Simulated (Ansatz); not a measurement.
## SiO2: a ladder of calculations

Cell of run 1: a structure deposited in the COD.

```cif
data_SiO2
_symmetry_space_group_name_H-M 'P4_12_12'
_symmetry_Int_Tables_number 92
_cell_length_a 4.9570
_cell_length_b 4.9570
_cell_length_c 6.8903
_cell_angle_alpha 90.000
_cell_angle_beta 90.000
_cell_angle_gamma 90.000
loop_
_atom_site_label
_atom_site_type_symbol
_atom_site_symmetry_multiplicity
_atom_site_Wyckoff_symbol
_atom_site_fract_x
_atom_site_fract_y
_atom_site_fract_z
Si Si 4 a 0.3047 0.3047 0.0000
O O 8 b 0.2381 0.1109 0.1826
```

One atom of each set is listed.

Relaxed positions (PBE, cell held):

Si (0.3071, 0.3071, 0.0000)
O (0.2360, 0.1200, 0.1869)

All runs are DFT with Ansatz 0.2.0 (plane waves and PAW, scalar-relativistic unless spin–orbit coupling is named, Γ-centred meshes, Fermi–Dirac smearing where given) in this cell.

Run 1: PBE, gradients read without the response of the cores, atoms as given; 420 eV, 4×4×3 k-points, smearing 0.02 eV.
Run 2: PBE, gradients read without the response of the cores, atoms relaxed; 420 eV, 4×4×3 k-points, smearing 0.02 eV.
Run 3: r2SCAN, gradients read without the response of the cores, at the relaxed atoms; 500 eV, 4×4×3 k-points, smearing 0.02 eV.

**Question.** What does each run give, and what moves the gradients most?

**Answer.** 

```json
{"run": "1", "Si V_zz (η)": "-0.73 (0.90)", "O V_zz (η)": "9.44 (0.17)"}
{"run": "2", "Si V_zz (η)": "-0.36 (0.84)", "O V_zz (η)": "9.67 (0.21)"}
{"run": "3", "Si V_zz (η)": "-0.36 (0.78)", "O V_zz (η)": "9.59 (0.21)"}
```

V_zz in 10²¹ V/m². Against run 1, the gradient tensors on these sites move by at most 0.42 in run 2 (Si), 0.43 in run 3 (Si). Taken one at a time, the positions of the atoms (as given or relaxed) move the tensors on these sites by up to 0.42 (largest principal value of the change, on Si), the functional (r2SCAN with its higher cutoff) by 0.09 (O).

In runs 1, 3 the atoms aren't at the calculated equilibrium (largest force 0.49, 0.32 eV/Å). The cell isn't the equilibrium one in run 1 (calculated pressure 6 GPa), and the entry's cell may itself be off.
